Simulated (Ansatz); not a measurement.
WO₃:
```
CELL_PARAMETERS angstrom
      5.31463     0.00000     0.00000
      0.00000     5.31463     0.00000
      0.00000     0.00000     3.93287
ATOMIC_POSITIONS crystal
  W  0.50000 0.00000 0.93560
  W  0.00000 0.50000 0.06440
  O  0.50000 0.00000 0.48942
  O  0.00000 0.50000 0.51058
  O  0.25000 0.25000 0.00000
  O  0.25000 0.75000 0.00000
  O  0.75000 0.75000 0.00000
  O  0.75000 0.25000 0.00000
```

Tensor components refer to the Cartesian frame of this cell.

Q: Give the high-frequency dielectric tensor and the Born effective charge tensors of the independent atoms from DFPT, DFT-PBEsol in the program Ansatz with PAW potentials.

A: 
ε∞:
```
7.81  0.00  0.00
0.00  7.81  0.00
0.00  0.00  4.84
```
Z* of atom 1 (W), rows: field, columns: displacement, in e:
```
11.79   0.00   0.00
 0.00  11.79   0.00
 0.00   0.00   7.10
```
Z* of atom 3 (O), rows: field, columns: displacement, in e:
```
-1.24   0.00   0.00
 0.00  -1.24   0.00
 0.00   0.00  -5.11
```
Z* of atom 5 (O), rows: field, columns: displacement, in e:
```
-5.27   3.49   0.84
 3.49  -5.27  -0.84
 0.28  -0.28  -0.99
```

Static charges for comparison (Bader): W1 +3.04, O3 -0.96, O5 -1.04 e. Born charges measure polarisation by displacement and can exceed these by far.

Space group P4/nmm. The workflow started from a Materials Project entry (that database holds measured and hypothetical structures alike); the Crystallography Open Database files this formula in space group No. 129, but the cells were not matched. Its standing as an ambient phase is unchecked. Symmetry was held in the PBEsol relaxation; its stability against distortions is not shown here. No spin polarisation was allowed. No Hubbard U is applied. Spin–orbit coupling is left out wherever it is not named.

Potentials: the later of the program's two PAW sets.
